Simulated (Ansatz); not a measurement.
Structure: Li2ClF as one 4-atom ordering (R-3m) on the rocksalt lattice, at its r2SCAN minimum. The symmetry is R-3m (No. 166, trigonal); conventional cell a = 3.288 Å, c = 15.791 Å, 12.32 Å³ an atom. F has 6 Li at 2.20 Å; Cl has 6 Li at 2.44 Å; Li has 3 F at 2.20 Å and 3 Cl at 2.44 Å.

```
CELL_PARAMETERS angstrom
1.64380 0.94905 5.26376
-1.64380 0.94905 5.26376
0.00000 -1.89810 5.26376
ATOMIC_POSITIONS crystal
F 0.00000 0.00000 0.00000
Cl 0.50000 0.50000 0.50000
Li 0.26336 0.26336 0.26336
Li 0.73664 0.73664 0.73664
```

The questions ask for values computed with Ansatz 0.2.0 on this geometry. (Calculated; spin-unpolarised; the phase may be known or hypothetical.)

Q: What gap does PBE give, and where are the band edges?

A: With PBE the gap is 4.86 eV and direct, at Γ.

Q: How does the gap change from PBE to r2SCAN (10×10×10)?

A: With r2SCAN the gap is 5.57 eV and direct, at Γ. The gap differs by +0.71 eV from PBE's.

Q: How does the gap change from PBE to HSE06 (6×6×6)?

A: The HSE06 gap is direct at Γ: 6.31 eV. The gap differs by +1.45 eV from PBE's.

Q: What does PBE0 give for the gap (6×6×6 mesh)?

A: PBE0 gives a direct gap of 7.04 eV at Γ. The gap differs by +2.18 eV from PBE's.

Q: What does G0W0@PBE with 147 empty bands, a screening cutoff of 120 eV and a 6×6×6 mesh give?

A: 7.59 eV (the shift on the mesh added to PBE's least gap). G0W0 moves the gap on the mesh from 4.86 eV (PBE) to 7.59 eV (direct at Γ). Renormalisation factors Z lie between 0.79 and 0.87. No extrapolation in bands, cutoff or mesh was made for G0W0.

Q: Roughly how does the cost of the PBE0 run (6×6×6) compare with r2SCAN's (10×10×10)?

A: About 17 times as much (5 core-minutes against 17 core-seconds, on a shared machine).

Q: What are ε∞ and the Born charges with r2SCAN?

A: ε∞: 2.56 along x and y, 2.43 along z. Born charges, averaged over directions: F -1.21, Cl -1.03, Li +1.12 e.

Q: How do the levels compare, in gap and in cost?

A: r2SCAN covers 49 % of the step from PBE to HSE06, while HSE06 needs about 15 times r2SCAN's cost (on a coarser mesh). All these functionals give a gap of the same kind, direct.
